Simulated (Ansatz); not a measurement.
Sb (hcp (Mg type), P6_3/mmc) at seven volumes, LDA (plane waves, PAW; program Ansatz), shape and atoms relaxed at each. One row is withheld.

| V (Å³/atom) | P (GPa) |
|---|---|
| 23.349 | 8.39 |
| 24.119 | 5.12 |
| 24.888 | 2.33 |
| 25.658 | 0.00 |
| 26.428 | -1.92 |
| 27.197 | -3.50 |
| 27.967 | ? |

Problem. Fit the shown pressures and predict the withheld one.

Solution. P = (3/2)B₀(x^(7/2) − x^(5/2))[1 + (3/4)(B′ − 4)(x − 1)] with x = (V₀/V)^(2/3). Least squares on the six rows gives V₀ = 25.665 Å³/atom, B₀ = 70.1 GPa, B′ = 5.01. At V = 27.967, x = 0.9443 and P = -4.86 GPa. The run itself gave -4.88 GPa.

The workflow started from an entry of the Crystallography Open Database (COD), which files this formula under 5 space groups. It is not the phase usual at ambient conditions (space group No. 166). The cell was relaxed with LDA under the symmetry of its start; whether a distortion lowers the energy is not shown. Spin–orbit coupling is left out wherever it is not named.

Potentials: the later of the program's two PAW sets.
